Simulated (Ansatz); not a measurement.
Crystals of one structure type (rock salt) and one family of elements, relaxed and computed with plane-wave PAW r²SCAN (Ansatz code).

| crystal | K_Hill (GPa) | G_Hill (GPa) |
|---|---|---|
| GaSb | 63.4 | 20.1 |
| InAs | 72.3 | ? |
| GaAs | 82.2 | 30.5 |
| BiB | 86.0 | 50.3 |
| GaP | 98.6 | 40.8 |
| BAs | 133 | 65.6 |
| BP | 161 | 61.1 |

**Question.** Fit a straight line to ln G against ln K and predict the withheld value.

**Answer.** Least squares on the 6 shown rows: ln G = 1.17 × ln K + (-1.654), with a scatter of 21.3 %. For InAs this gives 28.6. The run itself gave 34.4, a miss of 16.9 % of that.

Constructed cells (a structure type filled with these elements, in neither database checked): GaAs, rock salt; BiB, rock salt; GaP, rock salt; BAs, rock salt; BP, rock salt. Built on a structure type that need not be the filed one of that space group: InAs, rock salt. Typed or built starts, not in the databases checked: GaSb, rock salt. Not the usual ambient phase: GaSb, rock salt; InAs, rock salt; GaAs, rock salt; GaP, rock salt; BAs, rock salt; BP, rock salt. All cells were relaxed under the symmetry of their starts (and spin orders); stability against distortions was not tested throughout. Scalar-relativistic: spin–orbit coupling is off unless named, which matters more the heavier the elements.

Potentials: the later of the program's two PAW sets.
